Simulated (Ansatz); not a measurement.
## A plane-wave run on CoPt$_{2}$W

The input, for Ansatz 0.2.0 (plane waves, PAW):

```yaml
crystal:
  lattice:
    - [3.968677, 0.0, 0.0]
    - [0.0, 3.968677, 0.0]
    - [0.0, 0.0, 3.892815]
  atoms:
    - { symbol: Co, position: [0.5, 0.5, 0.0] }
    - { symbol: Pt, position: [0.0, 0.5, 0.5] }
    - { symbol: Pt, position: [0.5, 0.0, 0.5] }
    - { symbol: W, position: [0.0, 0.0, 0.0] }
  symmetry: { tolerance: 0.0003 }
kpoints:
  mp_grid: { grid: [9, 9, 9], shift: [0, 0, 0] }
  band_path:
    path:
      - [0.0, 0.0, 0.0]
      - [0.0, 0.5, 0.0]
      - [0.5, 0.5, 0.0]
      - [0.0, 0.0, 0.0]
      - [0.0, 0.0, 0.5]
      - [0.0, 0.5, 0.5]
      - [0.5, 0.5, 0.5]
      - [0.0, 0.0, 0.5]
      - [0.0, 0.5, 0.0]
      - [0.0, 0.5, 0.5]
      - [0.5, 0.5, 0.0]
    npoints: 6
magnetization:
  spin_polarized: false
scf:
  occupations: { method: fermi_dirac, width: 0.0627 }
  lower_state_search: "off"
  max_iter: 200
hamiltonian:
  pseudopotentials: { kind: paw }
  xc: pbe
basis:
  ecutwfc: 420
  fft_grid_basis: typed
output:
  forces: true
  stress: true
  eigenvalues: true
  bader: true
  populations: true
  elf: true
  write_potential: true
  volumetric_format: npy
  dos:
    e_range: [-12, 8]
    de: 0.05
    projected: { site_lists: { Co: [Co], Pt: [Pt], W: [W] } }
  write_density: true
checkpoint:
  read: saved_state
```

Command:

```sh
ansatz run input.yaml --threads 1 --pin off --max-ram 2560MiB --backend cpu --events-out ev --progress --plain --runs-dir out
```

The saved state is an earlier solution for the same cell, perhaps on another mesh. 

Parts of the output:

```
SCF iter   1: F=—  Δρ=5.12e-3  dr2=9.46e-3
SCF iter   2: F=—  Δρ=2.11e-3  dr2=1.64e-3
SCF iter   3: F=—  Δρ=4.00e-4  dr2=7.54e-5
SCF iter   4: F=—  Δρ=1.10e-4  dr2=6.54e-6
SCF iter   5: F=—  Δρ=2.68e-5  dr2=5.43e-7
SCF iter   6: F=—  Δρ=2.19e-5  dr2=2.23e-7
SCF iter   7: F=-40556.9791 eV  Δρ=5.18e-6  dr2=1.21e-8
Free energy (F): -40556.9791 eV
Harris-Foulkes:  -40556.9791 eV  (|F-HF|=8.63e-9)
Internal energy: -40556.8922 eV  (E = F + TS)
E sigma→0 (E₀):  -40556.9356 eV
Entropy (-TS):   -0.0869 eV (-21.718 meV/atom)
Fermi energy:    20.8484 eV
--- Stress (GPa, compression-positive) ---
      -16.5208       0.0000       0.0000
        0.0000     -16.5208       0.0000
        0.0000       0.0000     -10.6841
  P = ⅓ Tr σ = -14.5752 GPa (-145.752 kbar)
--- Bader charges: 4 sites ---
  site symbol  charge [e]  shift [e]
     0     Co      0.2280     0.0006
     1     Pt     -0.6419     0.0002
     2     Pt     -0.6419     0.0002
     3      W      1.0557     0.0003
```

Absolute energies hang on the potentials; compare differences alone.

Origin: a known structure type with other elements, at an estimated volume, so it need not be a known compound. Caveats: no spin polarisation, so a magnetic state may lie lower.
